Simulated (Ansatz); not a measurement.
ReW (CsCl type, Pm-3m), a = b = c = 3.1184 Å, α = β = γ = 90.00°.

This is the PBEsol-relaxed structure.

### Question
All from the program Ansatz at the PBEsol level (PAW), unless another level is named. Estimate the formation energy from the elements (no fitted shifts).

### Answer
0.10 eV/atom.

### Question
Predict the density of states at the Fermi level.

### Answer
0.87 states/eV per atom (mean over ±0.08 eV).

The cell is a constructed one: a structure type filled with these elements; neither database checked (COD, Materials Project) lists it. Whether it is the stable phase at ambient conditions was not checked. The PBEsol relaxation kept the symmetry of its start; its stability against distortions is not shown here. No spin polarisation was allowed. The references are the lowest solids computed at this level, not always the standard phases. Scalar-relativistic: spin–orbit coupling is off unless named, which matters more the heavier the elements.

Potentials: the earlier of the program's two PAW sets. The files were generated under PBE; for other functionals the program regenerates the frozen cores, and for LDA and PBEsol the local potential too.
